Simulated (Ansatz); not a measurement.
FePt (CuAu type, space group P4/mmm)

```xyz
2
Lattice="2.7301 0.0000 0.0000 0.0000 2.7301 0.0000 0.0000 0.0000 3.7639" Properties=species:S:1:pos:R:3 pbc="T T T"
Fe     1.3650     1.3650     1.8819
Pt     0.0000     0.0000     0.0000
```

The volume is varied about the relaxed value V₀ at fixed cell shape. Symmetry pins the atoms to their sites.

These are PBE (plane waves to 420 eV, PAW, scalar-relativistic; Ansatz, a program for electronic structure) values and carry that method's errors. k mesh 17×17×12 (Γ-centred), Fermi-Dirac smearing 0.05 eV. E stands for the smeared free energy. Stress and pressure are positive under compression. With the shape held, the modulus is that of even scaling; a crystal free to change shape is softer. FePt was relaxed with its symmetry unable to fall. Relaxed FePt ends ferromagnetic. Spin-orbit coupling is left out, though Pt is heavy. Other magnetic orders were not checked, so this need not be the ground state. The zero of ΔE is the relaxed starting cell.

The scan covers V/V₀ from 0.840 to 1.160 in 13 points.

Problem. What is ΔE at V/V₀ = 0.840?

Solution. 319 meV/atom.

Problem. What pressure does the cell carry at V/V₀ = 0.840?

Solution. 53.7 GPa.

Problem. What is ΔE at V/V₀ = 1.160?

Solution. 167 meV/atom.

(A scan under strain: stresses follow from slopes of the energy per volume, elastic moduli from its curvatures.)
